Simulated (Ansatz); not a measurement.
Run record: elastic constants by finite strains of CdAg (Pm-3m)

Level of theory: r²SCAN, PAW on Ansatz 0.2.0's default frozen-core files (fitted under PBE), scalar-relativistic.

The cell comes from a PAW relaxation under the same functional.

Command line:

```sh
ansatz run input.yaml --threads 1 --pin off --max-ram 2560MiB --backend cpu --events-out ev --progress --plain --runs-dir out
```

Input file:

```yaml
crystal:
  lattice:
    - [3.34481290918, 0.0, 0.0]
    - [0.0, 3.34481290918, 0.0]
    - [0.0, 0.0, 3.34481290918]
  atoms:
    - { symbol: Cd, position: [0.5, 0.5, 0.5] }
    - { symbol: Ag, position: [0.0, 0.0, 0.0] }
kpoints:
  mp_grid: { grid: [14, 14, 14] }
scf:
  occupations: { method: fermi_dirac, width: 0.1 }
hamiltonian:
  xc: r2scan
  pseudopotentials: { kind: paw }
elastic:
  mode: relaxed_ion
  stencil: two_point
  amplitude: 0.008
```

Output (shortened where marked):

```
Warning: RAYON_NUM_THREADS=1 ignored (pool sized by the plan → 1); use --threads N
Engine: ansatz 0.2.0, x86_64-unknown-linux-gnu
Pseudopotentials: kind: paw
Pseudopotential: Cd, paw, valence charge 20, recommended cutoff 500 eV (meta_gga), Cd.paw.azcp
Pseudopotential: Ag, paw, valence charge 19, recommended cutoff 500 eV (meta_gga), Ag.paw.azcp
Functional definition: r2SCAN
  parameter k0 = 0.174
  parameter k1 = 0.065
  parameter a1 = 4.9479
  exchange = r2scan_x(k0 = k0, k1 = k1, a1 = a1)
  correlation = r2scan_c
Crystal: 2 atoms, lattice volume = 37.421 Å³
Basis set: ecut = 500 eV, 949 PW (Γ), exchange–correlation on 100×100×100 points (64 copies of the dense FFT grid, shifted against one another)
Bands: 24, of which v1, the nominal top of the filled ones, is band 20 counted from 1 (19 counted from 0)
Symmetry: 48 space group operations
Space group: Pm-3m (ITA 221), of the structure as read, at distance tolerance 3.3e-5 Å
k-points: 120 of 2744
Non-local potential: Cd, projectors of the file, l = 0: 3, l = 1: 2, l = 2: 2, l = 3: 1
Non-local potential: Ag, projectors of the file, l = 0: 3, l = 1: 2, l = 2: 2, l = 3: 1
[... 128 lines left out ...]
        91.957     84.759     84.759     -0.000     -0.000     -0.000
        84.759     91.957     84.759     -0.000     -0.000     -0.000
        84.759     84.759     91.957     -0.000     -0.000     -0.000
        -0.000     -0.000     -0.000     55.246      0.000      0.000
         0.000      0.000     -0.000      0.000     55.246      0.000
         0.000     -0.000     -0.000      0.000      0.000     55.246
  reference stress σ⁰ (GPa):      0.026      0.026      0.026     -0.000     -0.000      0.000
  C* (energy form; C + prestress term) asymmetry max|C*_kj − C*_jk| = 4.263e-14 GPa — a small one proves nothing (zero by symmetry where the batch's group is 432, −43m or m−3m); a large one is finite-difference/SCF noise where ...
  moduli (Voigt/Reuss/Hill, GPa): K = 87.16/87.16/87.16   G = 34.59/8.20/21.39   E = 59.32   ν = 0.387
  mechanically stable: yes (min eigenvalue of sym C = 7.20 GPa)
  strain η (Voigt 11):  stress-route row diagonal C_11 = 91.96 GPa, energy-path curvature d²(F+E_count+ΔE)/dδ²/Ω₀ = 91.98 GPa
         δ    σ_11 (GPa)             F (eV)   n_scf  n_hpsi   n_pw
    -8.000e-3      -0.7510      -15872.2619293      11  157398    960   relax 0 steps, max|allowed force component| 5.05e-29 eV/Å
     8.000e-3       0.7203      -15872.2618885      10  154666    976   relax 0 steps, max|allowed force component| 5.13e-30 eV/Å
  strain η (Voigt 23):  stress-route row diagonal C_44 = 55.25 GPa, energy-path curvature d²(F+E_count+ΔE)/dδ²/Ω₀ = 55.24 GPa
         δ    σ_23 (GPa)             F (eV)   n_scf  n_hpsi   n_pw
    -8.000e-3      -0.4420      -15872.2621830      11  229437    968   relax 0 steps, max|allowed force component| 9.78e-29 eV/Å
     8.000e-3       0.4420      -15872.2621830       9  210171    968   relax 0 steps, max|allowed force component| 1.04e-28 eV/Å
```

The calculation finished and met its thresholds.

Strained cells:

Elastic constants of a crystal by Kohn-Sham DFT: slopes of the stress over finite engineering strains of the given cell, Voigt indices, Cartesian axes as in the input; stress of each strained cell less that at rest, tension positive.

| strain component | strain | stress xx (GPa) | stress yy (GPa) | stress zz (GPa) | stress yz (GPa) | stress xz (GPa) | stress xy (GPa) | relaxation steps |
| --- | --- | --- | --- | --- | --- | --- | --- | --- |
| xx | -0.008 | -0.7768 | -0.6887 | -0.6887 | 0 | 0 | 0 | 0 |
| xx | 0.008 | 0.6945 | 0.6674 | 0.6674 | 0 | 0 | 0 | 0 |
| yz | -0.008 | -0.0108 | -0.0072 | -0.0072 | -0.442 | 0 | 0 | 0 |
| yz | 0.008 | -0.0108 | -0.0072 | -0.0072 | 0.442 | 0 | 0 | 0 |

**Elastic constants**

```json
{"Pressure at rest": "-0.026 GPa", "Least elastic eigenvalue": "7.2 GPa", "Elastically stable": "yes"}
```

```tsv
index	elastic (GPa)
11	91.96
12	84.76
44	55.25
```

Elastic moduli:

Hill averages of a grain aggregate, Debye temperature from the mean sound speed over directions.

- Bulk modulus: 87.16 GPa
- Shear modulus: 21.39 GPa
- Young modulus: 59.32 GPa
- Poisson ratio: 0.3866
- Bulk over shear modulus: 4.074
- Elastic anisotropy index: 16.1
- Least young modulus: 10.65 GPa
- Largest young modulus: 136.8 GPa
- Longitudinal sound speed: 3440 m/s
- Transverse sound speed: 1479 m/s
- Elastic debye temperature: 165.8 K
- Linear compressibility (x, y, z): 3.825, 3.825, 3.825 1/TPa
- Zener ratio: 15.35
- Cauchy pressure: 29.51 GPa

Limits of these numbers: frozen-core PAW files fitted under PBE, their cores solved anew for the functional of the run; responses of metals move with mesh and smearing; the softest shear constant rests on one k mesh, and a soft shear can herald a distortion on cooling.

Cost: 89 s on 1 thread of Intel(R) Xeon(R) 6975P-C (Granite Rapids) (shared host), peak memory 0.8 GiB.
